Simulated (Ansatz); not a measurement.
An elastic tensor (GPa, Voigt order, standard axes) from DFT-r²SCAN in the program Ansatz with PAW potentials:

```
334  131  131  0.0  0.0  0.0
131  334  131  0.0  0.0  0.0
131  131  334  0.0  0.0  0.0
0.0  0.0  0.0  163  0.0  0.0
0.0  0.0  0.0  0.0  163  0.0
0.0  0.0  0.0  0.0  0.0  163
```

Q: Which of these materials gives this?
A) Al, Fd-3m (Al on 8a, Al on 16d)
B) AlCo, CsCl type
C) Al, fcc (Cu type)
D) InP, CsCl type

A: B, AlCo, CsCl type

Space group Pm-3m (CsCl type). The cell was relaxed with r²SCAN under the symmetry of its start. No spin polarisation was allowed. As this level gives no gap, shear constants depend on the k-mesh and smearing (Fermi–Dirac, 0.1 eV here).

Potentials: the earlier of the program's two PAW sets.
